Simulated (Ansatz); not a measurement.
Given:

Ag (fcc, Cu type)

```
Ag
1.0
    4.10519     0.00000     0.00000
    0.00000     4.10519     0.00000
    0.00000     0.00000     4.10519
Ag
4
Cartesian
  0.00000   0.00000   0.00000
  2.05259   2.05259   0.00000
  2.05259   0.00000   2.05259
  0.00000   2.05259   2.05259
```

Scan: atom 2 (Ag, nearest neighbour Ag at 2.903 Å; its periodic images, 4.1 Å or more away, move with it) is displaced towards the nearest neighbour, direction (-0.707, -0.707, 0.000) in Cartesian axes, by s. The other atoms stay.

Method: r2SCAN (plane waves to 500 eV, PAW, scalar-relativistic; Ansatz, a first-principles code). k mesh 9×9×9 (Γ-centred), Fermi-Dirac smearing 0.05 eV. The energy includes the smearing's −TS. With partly filled bands, energies and forces of such displacements shift with the k mesh and the smearing. On this mesh the relaxed cell isn't quite at rest: it carries a pressure of -0.1 GPa (compression positive) at the zero of the scan. Ag was relaxed with its symmetry unable to fall. ΔE is measured from the undisplaced structure.

The scan covers s from -0.290 to 0.290 Å in 11 points.

Q: Is the energy the same for equal positive and negative displacements?

A: Even: the same for both signs. With its periodic images moving along, the atom's site symmetry in this cell is m-3m.

Q: What force acts on the atom along the line at s = -0.290 Å?

A: 1.67 eV/Å.

Q: What is the force constant k = d²E/ds² of this move at s = 0?

A: 4.95 eV/Å².

(For displaced atoms, the force is minus the slope of the energy, and its curvature is a force constant, which sets phonon frequencies.)
